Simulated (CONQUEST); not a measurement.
Worked example: self-consistent single point of TePb (Fm-3m, 8 atoms in the cell; from Materials Project mp-19717) in CONQUEST.

Computed with PBE, numerical atomic orbitals single-zeta (first zetas of the shipped basis alone), PseudoDojo norm-conserving potentials made for PBE run with CONQUEST.

```
TePb
1.0
    6.54179     0.00000     0.00000
    0.00000     6.54179     0.00000
    0.00000     0.00000     6.54179
Te Pb
4 4
Direct
  0.00000   0.00000   0.00000
  0.00000   0.50000   0.50000
  0.50000   0.00000   0.50000
  0.50000   0.50000   0.00000
  0.50000   0.00000   0.00000
  0.50000   0.50000   0.50000
  0.00000   0.00000   0.50000
  0.00000   0.50000   0.00000
```

Reference input (self-consistent single point, DFT, PBE, numerical atomic orbitals double-zeta with polarisation (the shipped basis), PseudoDojo norm-conserving potentials made for PBE): basis = DZP; Diag.MPMeshX, Y, Z = 4 4 4; potentials = PseudoDojo norm-conserving PBE; Grid.GridCutoff = 140 Ha; DM.SolutionMethod = diagon; Diag.kT = 0.001837 Ha; Diag.GammaCentred = true; minE.SCTolerance = 1.0e-06; SC.MaxIters = 100; SC.LinearMixingFactor = 0.5; AtomMove.TypeOfRun = static. This run's input differs from it in these lines:

```diff
@@ -1,2 +1,2 @@
-# files in the folder: Te.ion Pb.ion (PseudoDojo PBE potentials, DZP orbitals)
+# files in the folder: Te.ion Pb.ion (PseudoDojo PBE potentials, SZ orbitals)
 # file: Conquest_input
```

Output (repeated stretches shortened):

```
    new_SC_potl: Starting.  Tolerance:  0.10000E-05

    PulayMixSC: Starting Pulay mixing, A_up =  0.500 A_dn =  0.500
    PulayMixSC: Spin non-polarised calculation.
          Harris-Foulkes Energy            :      -700.923986628102853 Ha
          (TS=0 as O(N) or entropic contribution is negligible)
          DFT Total Energy                 :      -700.858214934350826 Ha
          Total number of electrons        :       119.999999999998266
    PulayMixSC: Pulay iteration     1 residual:              0.69635E-03
          Harris-Foulkes Energy            :      -700.892091984464514 Ha
   [... lines left out ...]
          Total number of electrons        :       120.000159605035009
    PulayMixSC: Pulay iteration     4 residual:              0.15678E-05
          Harris-Foulkes Energy            :      -700.892045038116976 Ha
          GroundState Energy (E-(1/2)TS)   :      -700.892045209495677 Ha
          Free Energy (E-TS)               :      -700.892045380874379 Ha
          DFT Total Energy                 :      -700.892045010745392 Ha
          Total number of electrons        :       120.000158823030290
    PulayMixSC: Pulay iteration     5 residual:              0.41334E-06
    PulayMixSC: Reached SCF tolerance of  0.41334E-06 after      5 iterations
      | Number of electrons      =       120.000159
      |* band energy as 2Tr[K.H] =      -102.426035580662955 Ha
      |  screened ion-ion energy =      -525.187985140471937 Ha
      |  Ha correction           =        -0.474644560743517 Ha
      |  XC correction           =       -72.803325062562649 Ha
      | GS Energy as E-(1/2)TS   =      -700.892045209495677 Ha
      | Free Energy as E-TS      =      -700.892045380874379 Ha
      |* Harris-Foulkes energy   =      -700.892045038116976 Ha
      |* DFT total energy        =      -700.892045010745392 Ha
      |  estimated accuracy      =        -0.000000027371584 Ha

    force: Forces on atoms (Ha/a0)
    force:  Atom   X              Y              Z
    force:     1   0.0000000000   0.0000000000  -0.0000000000
   [... zero for the other atoms too ...]

    force: Maximum force :        0.00000000(Ha/a0) on atom         6 in z direction
    force: Force Residual:        0.00000000 Ha/a0
    force: Total stress:         -3.22714536    -3.22714536    -3.22714536 GPa
    force: Average pressure:      3.22714536 GPa

    force: Finished force
    get_E_and_F: Change in energy during last step of electronic optimisation:  0.18408E-06
```

The run converged in 5 iterations. CONQUEST prints the stress tensor with tension positive. Against the reference run the free energy goes up by 338 meV/atom, the pressure goes from 0.62 to 3.23 GPa and the gap on the mesh goes from 0.876 to 0.956 eV.

Spin-orbit coupling is left out, which matters for bands and gaps with elements this heavy. The program uses no crystal symmetry, so grid and mesh can part values that symmetry would make equal. The atom-centred basis is finite, which shifts total energies, pressures and gaps against plane waves. This run is one point of a test of settings, so its values need not be converged; read them against the reference run alone. The structure comes from a collection of computed structures, made at another level of theory; the collection holds predicted forms beside known ones.

Cost on one core: roughly 22 core-seconds.
